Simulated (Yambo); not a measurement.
A G0W0@PBEsol run in Yambo for a free-standing Cu2SO4 monolayer (symmetry C222, slab cell 14.8 Å high) (4×4×1 Γ-centred k mesh, bands 9 to 152 and a 5 Ry block in the screening, 152 bands in G with the Bruneval-Gonze terminator, plasmon pole fitted at 27.2 eV, slab-truncated Coulomb interaction, stochastic integration of W near q = 0) gives these matrix elements, in eV, at the band edges ((0, -0.5) → Γ):

```
state               E0    <Vxc>     <Σx>  <Σc(E0)>      Z
---------------  -----  -------  -------  --------  -----
valence edge     0.000  -27.737  -33.473     3.951  0.772
conduction edge  2.159  -19.682  -15.626    -1.961  0.814
```

Question: Solve the linearised quasiparticle equation for both states, give the gap, and say how exchange and correlation each act on it.

Answer: E = E0 + Z(Σx + Σc − Vxc). Valence: 0.000 + 0.772 × (-33.473 + (3.951) − (-27.737)) = -1.38 eV. Conduction: 2.159 + 0.814 × (-15.626 + (-1.961) − (-19.682)) = 3.87 eV. The gap is 5.24 eV, against 2.16 eV in PBEsol. Replacing Vxc by bare exchange alone would open it by 9.79 eV; correlation takes back 5.91 eV of that, and Z scales what is left. Nearest settings tried, and what they do to the gap: 69 bands in W, 69 bands in G: +192 meV; 81 bands in W: +100 meV. Not varied: block, mesh, cell height. So the settings aren't converged at that level. Oxides, nitrides and fluorides with a shallow 3d shell are known to need far more bands and larger blocks. The 3d shell has no Hubbard U; the runs are without spin polarisation, and magnetic order was not tried.

Geometry relaxed with PBEsol; primitive cell a = 4.485 Å, b = 5.745 Å, c = 14.800 Å, α = β = 90.00°, γ = 112.97°.

This is a model layer cut from the bulk structure; whether it is stable on its own was not checked.
